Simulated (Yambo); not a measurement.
G0W0@PBEsol for Ba2OsH6 (space group Fm-3m, No. 225) in Yambo (2×2×2 mesh, 7 Ry block, plasmon pole, screening fixed), without a terminator:

| bands N in G | gap Γ → X (eV) | shift of the valence edge (eV) |
|---|---|---|
| 69 | 2.581 | 0.538 |
| 120 | 2.673 | 0.143 |
| 188 | 2.748 | -0.077 |

**Question.** Extrapolate both columns to infinite N with E(N) = E∞ + A/N, test the form, and compare with the terminator.

**Answer.** From two points, E∞ = (N2 E2 − N1 E1)/(N2 − N1). The two largest N give 2.88 eV for the gap and -0.47 eV for the shift; the two smallest give 2.80 eV and -0.39 eV. For the gap the slopes A are -15 and -25 eV: the form isn't reached, and its limit is uncertain. For the shift the slopes A are 64 and 73 eV: the 1/N form holds. With the Bruneval-Gonze terminator and 188 bands the run gives 2.80 eV and -0.24 eV, 0.08 eV and 0.22 eV from the extrapolated values: the terminator too is an estimate of the remainder. Block, mesh and the bands in W are held fixed.

Spin-orbit coupling is not included.

Geometry of the Materials Project entry, not relaxed at this level; primitive cell a = b = c = 5.722 Å, α = β = γ = 60.00°.

The structure is a Materials Project entry; no match was found in the copy of COD used, and its stability was not checked.

A shift is the quasiparticle energy of the state minus its PBEsol energy.
